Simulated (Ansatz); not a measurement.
Simulated powder pattern, Cu Kα, λ = 1.54184 Å (kinematic, ideal powder, no thermal factors, no anomalous dispersion; the 30 strongest lines at most, above 1 %, up to 2θ = 90°):

| 2θ (°) | I/Imax (%) |
|---|---|
| 27.30 | 23 |
| 29.28 | 26 |
| 31.06 | 100 |
| 40.46 | 16 |
| 48.26 | 19 |
| 53.05 | 22 |
| 56.33 | 3.0 |
| 57.45 | 23 |
| 58.51 | 16 |
| 60.73 | 3.2 |
| 64.75 | 4.0 |
| 67.82 | 3.5 |
| 74.52 | 8.0 |
| 77.28 | 2.4 |
| 79.15 | 14 |
| 81.10 | 8.6 |
| 84.70 | 3.9 |
| 84.84 | 5.9 |
| 87.52 | 1.8 |

The pattern belongs to a structure relaxed with the program Ansatz at the PBE level (PAW).

**Question.** Which compound is it?
(A) La, P6_3/mmc (La on 2c)
(B) V2SiN, P6_3/mmc (V on 4f, Si on 2d, N on 2a)
(C) Ta2SiN, P6_3/mmc (Si on 2d, Ta on 4f, N on 2a)
(D) Ta2SnN, P6_3/mmc (Sn on 2d, Ta on 4f, N on 2a)

**Answer.** A, La, P6_3/mmc (La on 2c)

**Question.** Give the lattice parameters.

**Answer.** a = 3.772 Å, c = 6.100 Å.

The workflow started from an entry of the Crystallography Open Database (COD). Its sites differ from those of the usual phase in this space group: another stacking or structure type. The cell was relaxed with PBE under the symmetry of its start; its stability against distortions is not shown here. Axis ratios of metals converge slowly with the k-mesh, so a and c are less sure than the volume. Scalar-relativistic: spin–orbit coupling is off unless named, which matters more the heavier the elements.

Potentials: the earlier of the program's two PAW sets.
